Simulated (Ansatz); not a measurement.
Sr3InN3: field gradients at two levels of theory

Cell: a computed structure from the Materials Project (it need not be an observed phase).

Space group P6_3/m (No. 176); a = 7.8489, c = 5.4810 Å, γ = 120.00°.

| site | Wyckoff | site symmetry | x | y | z |
| --- | --- | --- | --- | --- | --- |
| Sr | 6h | m.. | 0.9305 | 0.6513 | 0.2500 |
| In | 2c | -6.. | 0.6667 | 0.3333 | 0.7500 |
| N | 6h | m.. | 0.9231 | 0.6197 | 0.7500 |

One atom of each set is listed.

First run. All values are calculated (Ansatz; DFT, PBE, plane waves and PAW, scalar-relativistic, 420 eV cutoff, Γ-centred 4×4×5 k-points, Fermi–Dirac smearing 0.02 eV), not measured.

```csv
site,V_zz (10²¹ V/m²),η
Sr,9.24,0.07
In,28.8,0.00
N,4.66,0.25
```

Second run. The same atoms and settings, except that the functional is r2SCAN and the cutoff is 500 eV.

(1) Given the first result, estimate the second.

Answers

(1) 

```tsv
site	V_zz	η	change of V_zz
Sr	9.60	0.05	+0.36
In	29.4	0.00	+0.68
N	4.87	0.28	+0.21
```

The largest change of V_zz is on In, from 28.8 to 29.4. In per cent, |V_zz| changes by +4 on Sr, +2 on In, +5 on N (all sites that start above 0.5).

Without spin–orbit coupling (the program notes it for In and Sr) the gradients can shift somewhat, as the gap is small.
For the first run: With a gap of 0.3 eV on this mesh, the gradients can still move by some per cent as the k-mesh gets denser.
